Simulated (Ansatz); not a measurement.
Here is the system:

Si₂W:
```cif
data_Si4W2
_chemical_formula_sum 'W2 Si4'
_space_group_name_H-M_alt 'I4/mmm'
_space_group_IT_number 139
_space_group_name_Hall '-I 4 2'
_cell_length_a 3.21123
_cell_length_b 3.21123
_cell_length_c 7.80484
_cell_angle_alpha 90.000
_cell_angle_beta 90.000
_cell_angle_gamma 90.000
loop_
_atom_site_label
_atom_site_type_symbol
_atom_site_symmetry_multiplicity
_atom_site_Wyckoff_symbol
_atom_site_fract_x
_atom_site_fract_y
_atom_site_fract_z
_atom_site_occupancy
W1 W 2 a 0.00000 0.00000 0.00000 1
Si1 Si 4 e 0.00000 0.00000 0.33481 1
```
(The calculation used a cell of 3 atoms; values per cell refer to that cell.)

This is the r²SCAN-relaxed structure.

Q: All from r²SCAN in the plane-wave PAW code Ansatz, unless another level is named. Predict the Debye temperature from the elastic constants.

A: 630 K.

Q: Predict the highest zone-centre frequency.

A: 455 cm⁻¹.

Symmetry was held in the r²SCAN relaxation; of distortions, only those at the zone centre were tested. No spin polarisation was allowed. As this level gives no gap, shear constants depend on the k-mesh and smearing (Fermi–Dirac, 0.1 eV here). As this level gives no gap, phonon frequencies hold no LO–TO term and depend on the k-mesh and smearing (Fermi–Dirac, 0.1 eV here). Spin–orbit coupling is left out wherever it is not named.

Potentials: the later of the program's two PAW sets.
